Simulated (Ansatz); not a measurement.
Input file for Ansatz (a program for electronic structure):

Ansatz 0.2 input:
```yaml
crystal:
  lattice:
    - [2.2664227834, 1.3085198041, 3.8863732871]
    - [-2.2664227834, 1.3085198041, 3.8863732871]
    - [0.0, -2.6170396082, 3.8863732871]
  atoms:
    - { symbol: Bi, position: [0.2370615376, 0.2370615376, 0.2370615376] }
    - { symbol: Bi, position: [0.7629384624, 0.7629384624, 0.7629384624] }
kpoints:
  mp_grid: { grid: [19, 19, 19] }
hamiltonian:
  xc: pbe
  dispersion: d3bj
  pseudopotentials: { kind: paw }
scf:
  occupations: { method: fermi_dirac, width: 0.1 }
elastic: { mode: relaxed_ion, stencil: two_point, amplitude: 0.005, f_tol: 0.0005 }
```

Output (shortened):

```
Pseudopotential: Bi, paw, valence charge 15
Functional definition: PBE
Crystal: 2 atoms, lattice volume = 69.154 Å³
Basis set: ecut = 420 eV, 1333 PW (Γ), exchange–correlation on 64×64×64 points (8 copies of the dense FFT grid, shifted against one another)
Bands: 19, of which v1, the nominal top of the filled ones, is band 15 counted from 1 (14 counted from 0)
Symmetry: 12 space group operations
Space group: R-3m (ITA 166), of the structure as read, at distance tolerance 4.1e-5 Å
k-points: 670 of 6859
SCF 1 converged in 12 iterations: F = -24793.998562 eV  dr2 = 4.50e-14
relax step   1: F+E_penalty+E_count = -24793.99856230 eV  Δ(F+E_penalty+E_count) = +0.000e0 eV  max|allowed force component| = 1.947e-2 eV/Å  Δτ_max = 0.0000 Å  (12 SCF iters, accepted)
Crystal: 2 atoms, lattice volume = 69.154 Å³
SCF 2 converged in 13 iterations: F = -24793.998617 eV  dr2 = 1.41e-14
relax step   2: F+E_penalty+E_count = -24793.99861727 eV  Δ(F+E_penalty+E_count) = -5.497e-5 eV  max|allowed force component| = 2.504e-3 eV/Å  Δτ_max = 0.0033 Å  (13 SCF iters, accepted)
Crystal: 2 atoms, lattice volume = 69.154 Å³
SCF 3 converged in 7 iterations: F = -24793.998618 eV  dr2 = 9.86e-14
relax step   3: F+E_penalty+E_count = -24793.99861821 eV  Δ(F+E_penalty+E_count) = -9.449e-7 eV  max|allowed force component| = 3.481e-5 eV/Å  Δτ_max = 0.0004 Å  (7 SCF iters, accepted)
Crystal: 2 atoms, lattice volume = 69.154 Å³
SCF 4 converged in 8 iterations: F = -24793.998618 eV  dr2 = 7.79e-14
Crystal: 2 atoms, lattice volume = 68.808 Å³
Symmetry: 4 space group operations
k-points: 1810 of 6859
SCF 5 converged in 12 iterations: F = -24793.998163 eV  dr2 = 7.66e-14
relax step   1: F+E_penalty+E_count = -24793.99816283 eV  Δ(F+E_penalty+E_count) = +0.000e0 eV  max|allowed force component| = 1.599e-2 eV/Å  Δτ_max = 0.0000 Å  (12 SCF iters, accepted)
Crystal: 2 atoms, lattice volume = 68.808 Å³
SCF 6 converged in 10 iterations: F = -24793.998236 eV  dr2 = 1.54e-14
relax step   2: F+E_penalty+E_count = -24793.99823642 eV  Δ(F+E_penalty+E_count) = -7.358e-5 eV  max|allowed force component| = 6.736e-3 eV/Å  Δτ_max = 0.0031 Å  (10 SCF iters, accepted)
Crystal: 2 atoms, lattice volume = 68.808 Å³
SCF 7 converged in 8 iterations: F = -24793.998250 eV  dr2 = 8.75e-14
relax step   3: F+E_penalty+E_count = -24793.99824951 eV  Δ(F+E_penalty+E_count) = -1.309e-5 eV  max|allowed force component| = 2.326e-3 eV/Å  Δτ_max = 0.0015 Å  (8 SCF iters, accepted)
Crystal: 2 atoms, lattice volume = 68.808 Å³
SCF 8 converged in 8 iterations: F = -24793.998252 eV  dr2 = 3.60e-14
relax step   4: F+E_penalty+E_count = -24793.99825166 eV  Δ(F+E_penalty+E_count) = -2.152e-6 eV  max|allowed force component| = 2.791e-4 eV/Å  Δτ_max = 0.0008 Å  (8 SCF iters, accepted)
Crystal: 2 atoms, lattice volume = 68.808 Å³
SCF 9 converged in 2 iterations: F = -24793.998252 eV  dr2 = 4.01e-14
Crystal: 2 atoms, lattice volume = 69.500 Å³
Basis set: ecut = 420 eV, 1357 PW (Γ), exchange–correlation on 64×64×64 points (8 copies of the dense FFT grid, shifted against one another)
SCF 10 converged in 12 iterations: F = -24793.998126 eV  dr2 = 6.96e-14
relax step   1: F+E_penalty+E_count = -24793.99812555 eV  Δ(F+E_penalty+E_count) = +0.000e0 eV  max|allowed force component| = 1.535e-2 eV/Å  Δτ_max = 0.0000 Å  (12 SCF iters, accepted)
Crystal: 2 atoms, lattice volume = 69.500 Å³
SCF 11 converged in 10 iterations: F = -24793.998211 eV  dr2 = 2.18e-14
relax step   2: F+E_penalty+E_count = -24793.99821089 eV  Δ(F+E_penalty+E_count) = -8.534e-5 eV  max|allowed force component| = 1.454e-3 eV/Å  Δτ_max = 0.0044 Å  (10 SCF iters, accepted)
Crystal: 2 atoms, lattice volume = 69.500 Å³
SCF 12 converged in 7 iterations: F = -24793.998211 eV  dr2 = 7.09e-14
relax step   3: F+E_penalty+E_count = -24793.99821132 eV  Δ(F+E_penalty+E_count) = -4.313e-7 eV  max|allowed force component| = 3.420e-5 eV/Å  Δτ_max = 0.0003 Å  (7 SCF iters, accepted)
Crystal: 2 atoms, lattice volume = 69.500 Å³
SCF 13 converged in 2 iterations: F = -24793.998211 eV  dr2 = 6.63e-14
Crystal: 2 atoms, lattice volume = 68.808 Å³
SCF 14 converged in 12 iterations: F = -24793.998338 eV  dr2 = 4.46e-14
relax step   1: F+E_penalty+E_count = -24793.99833786 eV  Δ(F+E_penalty+E_count) = +0.000e0 eV  max|allowed force component| = 2.585e-2 eV/Å  Δτ_max = 0.0000 Å  (12 SCF iters, accepted)
Crystal: 2 atoms, lattice volume = 68.808 Å³
SCF 15 converged in 10 iterations: F = -24793.998438 eV  dr2 = 2.52e-14
relax step   2: F+E_penalty+E_count = -24793.99843753 eV  Δ(F+E_penalty+E_count) = -9.968e-5 eV  max|allowed force component| = 7.592e-5 eV/Å  Δτ_max = 0.0039 Å  (10 SCF iters, accepted)
Crystal: 2 atoms, lattice volume = 68.808 Å³
SCF 16 converged in 2 iterations: F = -24793.998438 eV  dr2 = 3.43e-14
Crystal: 2 atoms, lattice volume = 69.500 Å³
SCF 17 converged in 12 iterations: F = -24793.998246 eV  dr2 = 5.50e-14
relax step   1: F+E_penalty+E_count = -24793.99824640 eV  Δ(F+E_penalty+E_count) = +0.000e0 eV  max|allowed force component| = 2.594e-2 eV/Å  Δτ_max = 0.0000 Å  (12 SCF iters, accepted)
Crystal: 2 atoms, lattice volume = 69.500 Å³
SCF 18 converged in 10 iterations: F = -24793.998348 eV  dr2 = 2.74e-14
relax step   2: F+E_penalty+E_count = -24793.99834838 eV  Δ(F+E_penalty+E_count) = -1.020e-4 eV  max|allowed force component| = 7.061e-5 eV/Å  Δτ_max = 0.0039 Å  (10 SCF iters, accepted)
Crystal: 2 atoms, lattice volume = 69.500 Å³
SCF 19 converged in 2 iterations: F = -24793.998348 eV  dr2 = 3.26e-14
Crystal: 2 atoms, lattice volume = 69.154 Å³
Basis set: ecut = 420 eV, 1341 PW (Γ), exchange–correlation on 64×64×64 points (8 copies of the dense FFT grid, shifted against one another)
SCF 20 converged in 10 iterations: F = -24793.998352 eV  dr2 = 5.80e-14
relax step   1: F+E_penalty+E_count = -24793.99835210 eV  Δ(F+E_penalty+E_count) = +0.000e0 eV  max|allowed force component| = 2.412e-2 eV/Å  Δτ_max = 0.0000 Å  (10 SCF iters, accepted)
Crystal: 2 atoms, lattice volume = 69.154 Å³
SCF 21 converged in 9 iterations: F = -24793.998486 eV  dr2 = 1.65e-14
relax step   2: F+E_penalty+E_count = -24793.99848561 eV  Δ(F+E_penalty+E_count) = -1.335e-4 eV  max|allowed force component| = 1.330e-2 eV/Å  Δτ_max = 0.0036 Å  (9 SCF iters, accepted)
Crystal: 2 atoms, lattice volume = 69.154 Å³
SCF 22 converged in 9 iterations: F = -24793.998545 eV  dr2 = 3.45e-14
relax step   3: F+E_penalty+E_count = -24793.99854544 eV  Δ(F+E_penalty+E_count) = -5.982e-5 eV  max|allowed force component| = 9.475e-4 eV/Å  Δτ_max = 0.0044 Å  (9 SCF iters, accepted)
Crystal: 2 atoms, lattice volume = 69.154 Å³
SCF 23 converged in 9 iterations: F = -24793.998539 eV  dr2 = 2.34e-14
relax step   4: F+E_penalty+E_count = -24793.99853895 eV  Δ(F+E_penalty+E_count) = +6.486e-6 eV  max|allowed force component| = 6.638e-3 eV/Å  Δτ_max = 0.0012 Å  (9 SCF iters, rejected (line search))
Crystal: 2 atoms, lattice volume = 69.154 Å³
SCF 24 converged in 9 iterations: F = -24793.998546 eV  dr2 = 1.67e-14
relax step   5: F+E_penalty+E_count = -24793.99854564 eV  Δ(F+E_penalty+E_count) = -1.972e-7 eV  max|allowed force component| = 6.484e-6 eV/Å  Δτ_max = 0.0002 Å  (9 SCF iters, accepted)
Crystal: 2 atoms, lattice volume = 69.154 Å³
SCF 25 converged in 2 iterations: F = -24793.998546 eV  dr2 = 2.30e-14
Crystal: 2 atoms, lattice volume = 69.154 Å³
SCF 26 converged in 10 iterations: F = -24793.998354 eV  dr2 = 5.57e-14
relax step   1: F+E_penalty+E_count = -24793.99835403 eV  Δ(F+E_penalty+E_count) = +0.000e0 eV  max|allowed force component| = 2.388e-2 eV/Å  Δτ_max = 0.0000 Å  (10 SCF iters, accepted)
Crystal: 2 atoms, lattice volume = 69.154 Å³
SCF 27 converged in 9 iterations: F = -24793.998543 eV  dr2 = 9.15e-14
relax step   2: F+E_penalty+E_count = -24793.99854274 eV  Δ(F+E_penalty+E_count) = -1.887e-4 eV  max|allowed force component| = 2.649e-3 eV/Å  Δτ_max = 0.0083 Å  (9 SCF iters, accepted)
Crystal: 2 atoms, lattice volume = 69.154 Å³
SCF 28 converged in 8 iterations: F = -24793.998544 eV  dr2 = 3.31e-14
relax step   3: F+E_penalty+E_count = -24793.99854422 eV  Δ(F+E_penalty+E_count) = -1.480e-6 eV  max|allowed force component| = 1.253e-4 eV/Å  Δτ_max = 0.0006 Å  (8 SCF iters, accepted)
Crystal: 2 atoms, lattice volume = 69.154 Å³
SCF 29 converged in 2 iterations: F = -24793.998544 eV  dr2 = 3.72e-14
SCF converged after 8 iterations
Stability not checked: this state was not tested for a lower state beside it, because too few of the mixer's solves of this state at the end of the SCF gave a …
Free energy (F): -24793.998618 eV
Harris-Foulkes:  -24793.998618 eV  (|F-HF|=1.09e-11)
Internal energy: -24793.983898 eV  (E = F + TS)
E sigma→0 (E₀):  -24793.991258 eV
Entropy (-TS):   -0.014720 eV (-7.360 meV/atom)
Fermi energy:    10.024082 eV
--- Per-component energies (eV) ---
  E_band       = -210.703412
  E_kinetic    = 605.206512
  E_local      = -3077.064891  (includes V_loc(G=0)·N_el)
  E_nonlocal   = 1118.985271
  E_hartree    = 1001.380432
  E_xc         = -302.490680
  E_vxc        = -288.452389  (∫ρ·V_xc dr)
  E_paw        = -21326.418137  (= ΣΔE_a)
  E_vpaw       = -572.137896  (= ΣTr[D̂ρ^β])
  E_aug_tail   = -0.000877  (compensation charges beyond the density's cutoff)
  E_ewald      = -2812.657624
  E_disp       = -0.923903  (pairwise vdW)
  E_smearing   = -0.014720  (= −TS)
  E_closure    = 0.000000  (closes the sum)
  Σ components = -24793.998618   (vs F -24793.998618, Δ=0.00e0)
--- Forces (eV/Å), atoms counted from 1 ---
  atom   1  Bi     0.00000000     0.00000000    -0.00003481
  atom   2  Bi     0.00000000     0.00000000     0.00003481
  max |Σ_I F_I| component: 1.16e-18 eV/Å
--- Stress (GPa, compression-positive) ---
       -0.010969       0.000000       0.000000
        0.000000      -0.010969       0.000000
        0.000000       0.000000      -0.022442
  P = ⅓ Tr σ = -0.0148 GPa (-0.148 kbar)
--- Band table (eV; the first three rows and the last of 670) ---
  k-point 0: bands = ["-12.9800", "-12.9800", "-12.8266", "-12.8266", "-12.8166", "-12.6390", "-12.6325", "-12.6325", "-12.5056", "-12.5056", "-3.1644", "2.5791", "8.4605", "8.7374", "8.7374", "12.7411", "13.0193", "13.0193", "15.4671"]
  k-point 1: bands = ["-12.9776", "-12.9772", "-12.8255", "-12.8250", "-12.8152", "-12.6403", "-12.6338", "-12.6335", "-12.5086", "-12.5081", "-3.1380", "2.5134", "8.4755", "8.7387", "8.7432", "12.6823", "12.8650", "12.9387", "15.3826"]
  k-point 2: bands = ["-12.9705", "-12.9691", "-12.8225", "-12.8205", "-12.8110", "-12.6441", "-12.6375", "-12.6364", "-12.5177", "-12.5157", "-3.0589", "2.3236", "8.5142", "8.7435", "8.7639", "12.4295", "12.5702", "12.7169", "15.1144"]
  k-point 669: bands = ["-12.8652", "-12.8642", "-12.7806", "-12.7798", "-12.7651", "-12.6871", "-12.6708", "-12.6705", "-12.6324", "-12.6319", "-1.7089", "-0.1614", "8.5748", "9.3066", "9.6848", "10.1949", "10.6614", "11.2979", "17.1343"]
--- Elastic constants: 3 strain directions × 2 members + reference (group order 12) ---
  dense FFT box of the reference and of every strained cell: 32×32×32
  strains applied: 11, 33, 23; error gains …
  pairwise dispersion correction: d3bj (s6 = 1.0, s8 = 0.7875, a1 = 0.4289, a2_bohr = 4.4407), with the weights of each atom's references fixed at the …
  reference relaxed by the batch: 3 steps …
  largest displacement 2.9e-3 Å; the constants are those of the deck's cell at these positions:
  atoms:
    - { symbol: Bi, position: [0.2373094939452431, 0.2373094939452431, 0.2373094939452431] }
    - { symbol: Bi, position: [0.7626905060547569, 0.7626905060547569, 0.7626905060547567] }
  C = ∂σ_k/∂η_j (tension-positive GPa; Voigt order 11 22 33 23 13 12):
        71.733     30.114     27.933     -8.241      0.000      0.000
        30.114     71.733     27.933      8.241      0.000      0.000
        27.926     27.926     41.906      0.000      0.000      0.000
        -8.189      8.189      0.000     13.654      0.000      0.000
         0.000      0.000      0.000      0.000     13.654     -8.189
         0.000      0.000      0.000      0.000     -8.241     20.810
  reference stress σ⁰ (GPa):      0.011      0.011      0.022      0.000      0.000      0.000
  moduli (Voigt/Reuss/Hill, GPa): K = 39.70/36.62/38.16   G = 16.25/12.31/14.28   E = 38.09   ν = 0.334
  mechanically stable: yes (min eigenvalue of sym C = 8.27 GPa)
  strain η (Voigt 11):  stress-route row diagonal C_11 = 71.73 GPa, energy-path curvature d²(F+E_count+ΔE)/dδ²/Ω₀ = 71.75 GPa
         δ    σ_11 (GPa)             F (eV)   n_scf  n_hpsi   n_pw
    -5.000e-3      -0.3519      -24793.9982517       2  411166   1374   relax 4 steps, max|allowed force component| 2.79e-4 eV/Å
     5.000e-3       0.3654      -24793.9982113       2  411935   1388   relax 3 steps, max|allowed force component| 3.42e-5 eV/Å
  strain η (Voigt 33):  stress-route row diagonal C_33 = 41.91 GPa, energy-path curvature d²(F+E_count+ΔE)/dδ²/Ω₀ = 41.90 GPa
         δ    σ_33 (GPa)             F (eV)   n_scf  n_hpsi   n_pw
    -5.000e-3      -0.1918      -24793.9984375       2  152342   1372   relax 2 steps, max|allowed force component| 7.59e-5 eV/Å
     5.000e-3       0.2272      -24793.9983484       2  142827   1393   relax 2 steps, max|allowed force component| 7.06e-5 eV/Å
  strain η (Voigt 23):  stress-route row diagonal C_44 = 13.65 GPa, energy-path curvature d²(F+E_count+ΔE)/dδ²/Ω₀ = 13.63 GPa
         δ    σ_23 (GPa)             F (eV)   n_scf  n_hpsi   n_pw
    -5.000e-3      -0.0674      -24793.9985456       2  411835   1383   relax 5 steps, max|allowed force component| 6.48e-6 eV/Å
     5.000e-3       0.0691      -24793.9985442       2  411404   1379   relax 3 steps, max|allowed force component| 1.25e-4 eV/Å
```

Cost: around 40 core-minutes (rough) on shared cores.

Symmetry was held in the PBE+D3(BJ) relaxation. The pairwise dispersion correction was not fitted to metals. As this level gives no gap, shear constants depend on the k-mesh and smearing (Fermi–Dirac, 0.1 eV here). Axis ratios of metals converge slowly with the k-mesh, so a and c are less sure than the volume. Spin–orbit coupling is left out wherever it is not named.

Potentials: the later of the program's two PAW sets.

Ansatz is a plane-wave DFT program.
